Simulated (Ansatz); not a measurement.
Ti2CClF, Janus MXene-type layer, relaxed and computed with two functionals in Ansatz (plane waves, PAW).

| functional | a (Å) | thickness (Å) |
|---|---|---|
| PBE | [?] | [?] |
| r²SCAN+D4 | 3.130 | 5.12 |

Complete the blanks.


- PBE, a (Å): 3.147
- PBE, thickness (Å): 5.15

All cells were relaxed under the symmetry of their starts (and spin orders); stability against distortions was not tested throughout. Rows with no word on spin ran without spin polarisation. Constructed layers (a layer type filled with these elements): Ti2CClF, Janus MXene-type layer; Ti2CClF, Janus MXene-type layer.

Potentials: the later of the program's two PAW sets.

Ansatz (a quantum-chemistry and plane-wave program) is a plane-wave DFT program.
